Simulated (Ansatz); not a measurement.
CoMo:
```xyz
2
Lattice="0.0000 2.3994 2.3994 2.3994 0.0000 2.3994 2.3994 2.3994 0.0000" Properties=species:S:1:pos:R:3 pbc="T T T"
Co     0.0000     0.0000     0.0000
Mo     2.3994     2.3994     2.3994
```

Relaxed with plane-wave PAW PBEsol (Ansatz code). Indices refer to the conventional cell of Fm-3m, a = b = c = 4.7987 Å, α = β = γ = 90.00°.

Task: Simulate the powder diffraction pattern (Cu Kα, λ = 1.54184 Å; lines above 1 %) up to 2θ = 90°.

Result: Simulated powder pattern, Cu Kα, λ = 1.54184 Å (kinematic, ideal powder, no thermal factors, no anomalous dispersion; the 30 strongest lines at most, above 1 %, up to 2θ = 90°):

| 2θ (°) | d (Å) | I/Imax (%) | hkl |
|---|---|---|---|
| 32.31 | 2.771 | 9.9 | (111) |
| 37.48 | 2.399 | 100 | (200) |
| 54.05 | 1.697 | 66 | (220) |
| 64.39 | 1.447 | 4.4 | (311) |
| 67.63 | 1.385 | 22 | (222) |
| 79.97 | 1.200 | 10 | (400) |
| 88.90 | 1.101 | 2.2 | (331) |

The start of the workflow was typed in or built on a structure type; neither database checked (COD, Materials Project) lists it. Whether it is the stable phase at ambient conditions was not checked. The cell was relaxed with PBEsol under the symmetry of its start. At this level the phase is mechanically unstable. The workflow began spin-polarised and lost its moments. Its formation energy is positive at this level, so the cell may be metastable or incomplete.

Potentials: the later of the program's two PAW sets.
